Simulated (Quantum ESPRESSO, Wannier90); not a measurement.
# ZnSnP$_{2}$ (P-4m2): Wannier90 run

Structure: Materials Project mp-1215429, symmetrised, not relaxed again. Not found in the COD (Crystallography Open Database) copy used; not checked further. Level: PBEsol, no spin polarisation, no spin-orbit coupling; pw.x of Quantum ESPRESSO at 68 Ry with PseudoDojo potentials, 8×8×6 k-points, Wannier90. Density: 8×8×6 mesh, Gaussian smearing 0.01 Ry. Spin-orbit coupling is left out although heavy elements are present.

On the energy scale of pw.x, whose zero is arbitrary, the valence-band maximum lies at 7.97 eV.

Input w.win:

```
num_bands = 13
num_wann = 13
exclude_bands = 1-9,23-42
num_iter = 1000
conv_tol = 1.0e-6
conv_window = 4
write_hr = true
write_u_matrices = true
auto_projections = true
begin unit_cell_cart
ang
    4.0039000000    0.0000000000    0.0000000000
    0.0000000000    4.0039000000    0.0000000000
    0.0000000000    0.0000000000    5.6231800000
end unit_cell_cart
begin atoms_frac
Zn   0.0000000000  0.0000000000  0.0000000000
Sn   0.5000000000  0.5000000000  0.5000000000
P    0.0000000000  0.5000000000  0.2270600000
P    0.5000000000  0.0000000000 -0.2270600000
end atoms_frac
mp_grid = 8 8 6
begin kpoints
0.0000000000 0.0000000000 0.0000000000
0.0000000000 0.0000000000 0.1666666667
0.0000000000 0.0000000000 0.3333333333
... (381 more lines: the 8x8x6 mesh through Gamma)
end kpoints
```

Input of pw2wannier90.x that gives the overlap and projection files (equivalent; here they were cut from one run over all bands):

```
&inputpp
  outdir = './out'
  prefix = 'pwscf'
  seedname = 'w'
  write_amn = .true.
  write_mmn = .true.
  scdm_proj = .true.
  scdm_entanglement = 'isolated'
/
```

Output w.wout (banner and timings cut):

```
                                    ------
                                    SYSTEM
                                    ------

                              Lattice Vectors (Ang)
                    a_1     4.003900   0.000000   0.000000
                    a_2     0.000000   4.003900   0.000000
                    a_3     0.000000   0.000000   5.623180

                   Unit Cell Volume:      90.14641  (Ang^3)

                        Reciprocal-Space Vectors (Ang^-1)
                    b_1     1.569266   0.000000   0.000000
                    b_2     0.000000   1.569266   0.000000
                    b_3     0.000000   0.000000   1.117372

 *----------------------------------------------------------------------------*
 |   Site       Fractional Coordinate          Cartesian Coordinate (Ang)     |
 +----------------------------------------------------------------------------+
 | zn   1   0.00000   0.00000   0.00000   |    0.00000   0.00000   0.00000    |
 | sn   1   0.50000   0.50000   0.50000   |    2.00195   2.00195   2.81159    |
 | p    1   0.00000   0.50000   0.22706   |    0.00000   2.00195   1.27680    |
 | p    2   0.50000   0.00000  -0.22706   |    2.00195   0.00000  -1.27680    |
 *----------------------------------------------------------------------------*
                                ------------
                                K-POINT GRID
                                ------------

             Grid size =  8 x  8 x  6      Total points =  384

 *---------------------------------- MAIN ------------------------------------*
 |  Number of Wannier Functions               :                13             |
 |  Number of Objective Wannier Functions     :                13             |
 |  Number of input Bloch states              :                13             |
 |  Output verbosity (1=low, 5=high)          :                 1             |
 |  Timing Level (1=low, 5=high)              :                 1             |
 |  Optimisation (0=memory, 3=speed)          :                 3             |
 |  Length Unit                               :               Ang             |
 |  Post-processing setup (write *.nnkp)      :                 F             |
 |  Using Gamma-only branch of algorithms     :                 F             |
 *----------------------------------------------------------------------------*
 *------------------------------- WANNIERISE ---------------------------------*
 |  Total number of iterations                :              1000             |
 |  Number of CG steps before reset           :                 5             |
 |  Trial step length for line search         :             2.000             |
 |  Convergence tolerence                     :         0.100E-05             |
 |  Convergence window                        :                 4             |
 |  Iterations between writing output         :                 1             |
 |  Iterations between backing up to disk     :               100             |
 |  Write r^2_nm to file                      :                 F             |
 |  Write xyz WF centres to file              :                 F             |
 |  Write on-site energies <0n|H|0n> to file  :                 F             |
 |  Use guiding centre to control phases      :                 F             |
 |  Use phases for initial projections        :                 F             |
 *----------------------------------------------------------------------------*
 *-------------------------------- PLOTTING ----------------------------------*
 |  Plotting Hamiltonian in WF basis          :                 T             |
 *----------------------------------------------------------------------------*

       ... (k-mesh section left out)

 Starting a new Wannier90 calculation ...

 Reading overlaps from w.mmn

 Reading projections from w.amn

 *------------------------------- WANNIERISE ---------------------------------*
 +--------------------------------------------------------------------+<-- CONV
 | Iter  Delta Spread     RMS Gradient      Spread (Ang^2)            |<-- CONV
 +--------------------------------------------------------------------+<-- CONV

 ------------------------------------------------------------------------------
 Initial State
  WF centre and spread    1  ( -0.008066, -0.001002, -0.001092 )     0.60790570
  WF centre and spread    2  (  0.016302, -0.006218,  0.001710 )     0.57664917
  WF centre and spread    3  ( -0.001852, -0.018019, -0.011475 )     0.51777604
  WF centre and spread    4  ( -0.002895,  0.020461, -0.013072 )     0.52383319
  WF centre and spread    5  (  0.015310,  0.002211,  0.022877 )     0.59786066
  WF centre and spread    6  ( -0.009003,  1.378160,  0.917693 )     2.39614029
  WF centre and spread    7  ( -0.009965, -1.377602,  0.908012 )     2.39492206
  WF centre and spread    8  (  1.374936,  0.002022, -0.921351 )     2.36027640
  WF centre and spread    9  ( -1.376156, -0.000744, -0.902868 )     2.43282420
  WF centre and spread   10  ( -0.835342, -2.001662,  1.938576 )     2.27261869
  WF centre and spread   11  (  0.834204, -2.001503,  1.936143 )     2.27965102
  WF centre and spread   12  ( -2.001503, -0.834830, -1.937392 )     2.27521273
  WF centre and spread   13  ( -2.001195,  0.834801, -1.937726 )     2.27739051
  Sum of centres and spreads ( -4.005224, -4.003927,  0.000036 )    21.51306067

      0     0.215E+02     0.0000000000       21.5130606650  <-- CONV
        O_D=      0.1667833 O_OD=      2.8615474 O_TOT=     21.5130607 <-- SPRD
 ------------------------------------------------------------------------------
      1    -0.653E+00     0.6666708969       20.8604702741  <-- CONV
        O_D=      0.0746046 O_OD=      2.3011357 O_TOT=     20.8604703 <-- SPRD
      2    -0.318E+00     0.5664448348       20.5420102749  <-- CONV
        O_D=      0.0517746 O_OD=      2.0055057 O_TOT=     20.5420103 <-- SPRD
      3    -0.192E+00     0.4375850520       20.3502554611  <-- CONV
        O_D=      0.0433810 O_OD=      1.8221445 O_TOT=     20.3502555 <-- SPRD
      4    -0.133E+00     0.3636098942       20.2174683254  <-- CONV
        O_D=      0.0219815 O_OD=      1.7107568 O_TOT=     20.2174683 <-- SPRD
      5    -0.772E-01     0.2837745436       20.1402968697  <-- CONV
        O_D=      0.0135058 O_OD=      1.6420611 O_TOT=     20.1402969 <-- SPRD
       ... (lines left out)
     65    -0.670E-06     0.0008041145       19.9164123669  <-- CONV
        O_D=      0.0091004 O_OD=      1.4225820 O_TOT=     19.9164124 <-- SPRD
     66    -0.436E-06     0.0006768592       19.9164119312  <-- CONV
        O_D=      0.0091005 O_OD=      1.4225815 O_TOT=     19.9164119 <-- SPRD
     67    -0.388E-06     0.0007813878       19.9164115431  <-- CONV
        O_D=      0.0091002 O_OD=      1.4225814 O_TOT=     19.9164115 <-- SPRD
             <<<     Delta < 1.000E-06  over  4 iterations     >>>
             <<< Wannierisation convergence criteria satisfied >>>
 Final State
  WF centre and spread    1  ( -0.020527, -0.000472,  0.008962 )     0.46685541
  WF centre and spread    2  (  0.011455, -0.014609, -0.005365 )     0.45815495
  WF centre and spread    3  (  0.000720, -0.007449, -0.005208 )     0.42319822
  WF centre and spread    4  ( -0.000610,  0.009432, -0.006951 )     0.43208925
  WF centre and spread    5  (  0.008937,  0.013069,  0.008581 )     0.45150664
  WF centre and spread    6  ( -0.000007,  1.344383,  0.913107 )     2.15446148
  WF centre and spread    7  ( -0.000043, -1.344406,  0.913038 )     2.15414449
  WF centre and spread    8  (  1.344365,  0.000045, -0.913143 )     2.15456489
  WF centre and spread    9  ( -1.344411, -0.000014, -0.913019 )     2.15424137
  WF centre and spread   10  ( -0.825913, -2.001940,  1.955285 )     2.26684089
  WF centre and spread   11  (  0.825934, -2.001938,  1.955272 )     2.26674978
  WF centre and spread   12  ( -2.001926, -0.825923, -1.955277 )     2.26679535
  WF centre and spread   13  ( -2.001920,  0.825921, -1.955279 )     2.26680882
  Sum of centres and spreads ( -4.003946, -4.003901,  0.000003 )    19.91641155

         Spreads (Ang^2)       Omega I      =    18.484729979
        ================       Omega D      =     0.009100210
                               Omega OD     =     1.422581353
    Final Spread (Ang^2)       Omega Total  =    19.916411543
```
